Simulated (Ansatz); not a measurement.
**Equation of state of Sc3TlB**

A database entry relaxed whole under r2SCAN (Pm-3m):

```
Sc Tl B
1.0
     4.67697    0.00000    0.00000
     0.00000    4.67697    0.00000
     0.00000    0.00000    4.67697
Sc Tl B
3 1 1
Direct
  0.00000 0.50000 0.50000
  0.50000 0.00000 0.50000
  0.50000 0.50000 0.00000
  0.00000 0.00000 0.00000
  0.50000 0.50000 0.50000
```

The cell was scaled uniformly, its shape held, and the atoms relaxed at each volume with plane-wave PAW DFT (Ansatz 0.2.0; r2SCAN, 500 eV, 7×7×7 Γ-centred mesh, fermi-dirac occupations of width 0.100 eV; no spin, no spin-orbit coupling). One row is withheld.

```tsv
volume (Å³/atom)	energy over the lowest (meV/atom)	pressure (GPa)
19.233	20.7	5.72
19.642	8.9	3.63
20.052	?	?
20.461	0.0	0.03
20.870	2.0	-1.52
21.279	7.9	-2.92
21.689	17.1	-4.20
```

**Question.** Fit the pressures of the other rows to the third-order Birch-Murnaghan form.

**Answer.** With f = [(V₀/V)^(2/3) − 1]/2 and P = 3B₀f(1 + 2f)^(5/2)[1 + 3(B₀′ − 4)f/2], least squares gives V₀ = 20.47 Å³ an atom, B₀ = 81.3 GPa and B₀′ = 3.9; the rows miss the fit by less than 0.01 GPa. The slope of the energies differs from these pressures by 0.06 GPa, since they are taken to zero smearing while pressures follow the free energy.

**Question.** What does the withheld row hold?

**Answer.** The fit gives 1.74 GPa at 20.052 Å³; the run gave 1.75 GPa and 2.1 meV an atom.

Caveats: the shape of the cell was held; 0 K, fixed nuclei; the symmetry was kept, and this need not be the phase that is stable at 0 K; one mesh for all volumes; the relaxed cell lies far from the entry, by an error of the functional or of the entry; pressure is positive in compression.
